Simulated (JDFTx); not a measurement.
Unstrained cell:

```yaml
surface: MgI2 monolayer, I outermost
bulk: MgI2, P-3m1, lattice of mp-23205 (not re-optimised)
slab: 3 atoms in 3 planes, 1x1, 3.3 Å between the outermost planes
in-plane cell: 4.196 × 4.196 Å, 15.25 Å²
cell_height: 19.3 Å
sampling: 6×6×1 k mesh, Fermi smearing 0.003 Ha, no spin polarisation
```

Whether this polymorph is the ambient one wasn't checked. A free-standing single layer at the bulk's in-plane lattice is a model cell.

All numbers are PBE, GBRV ultrasoft potentials, plane waves to 20/100 Ha results from JDFTx (a modified build), not measurements. The in-plane lattice is scaled by the biaxial strain ε at a fixed k mesh and cell height, and all atoms off the mid-plane are relaxed in vacuum within the cell's symmetry. Zero strain is the lattice given, not this level's minimum.

The edges are Kohn-Sham levels on this k mesh, not quasiparticle energies. Spin-orbit coupling is left out, which can move the edges for the heavier elements here. Edges are counted from the vacuum level.

```tsv
k point of the edge (reduced)	ε (%)	valence edge (eV)
0.000 0.000	-4	-6.09
0.000 0.000	-2	withheld
0.000 0.000	-1	-6.37
0.000 0.000	0	-6.46
0.000 0.000	1	-6.53
0.000 0.000	4	-6.72
```

Fit y = Dε + qε² + y₀ to the other rows by least squares, predict the withheld value, and compare with the run.

The fit gives D (eV/%) = -0.0788, q (eV/%²) = 0.00317, y₀ (eV) = -6.46, with a root-mean-square miss of 0.003 eV on its own rows. It predicts -6.29 eV; the run gives -6.28 eV, a miss of 0.01 eV.
